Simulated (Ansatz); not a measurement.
TaO₂ (rutile, P4_2/mnm) at seven volumes, PBEsol (plane waves, PAW; program Ansatz), shape and atoms relaxed at each. One row is withheld.

```tsv
V (Å³/atom)	P (GPa)
10.596	31.70
10.945	?
11.294	8.90
11.644	0.00
11.993	-7.55
12.342	-13.93
12.691	-19.29
```

Q: Fit the shown pressures and predict the withheld one.

A: P = (3/2)B₀(x^(7/2) − x^(5/2))[1 + (3/4)(B′ − 4)(x − 1)] with x = (V₀/V)^(2/3). Least squares on the six rows gives V₀ = 11.644 Å³/atom, B₀ = 272 GPa, B′ = 4.49. At V = 10.945, x = 1.0421 and P = 19.36 GPa. The run itself gave 19.37 GPa.

The first step of the workflow began from a Materials Project structure, measured or hypothetical; the Crystallography Open Database copy checked does not list it. Its standing as an ambient phase is unchecked. The cell was relaxed with PBEsol under the symmetry of its start; of distortions, only those at the zone centre were tested. No spin polarisation was allowed. Spin–orbit coupling is left out wherever it is not named.

Potentials: the later of the program's two PAW sets.
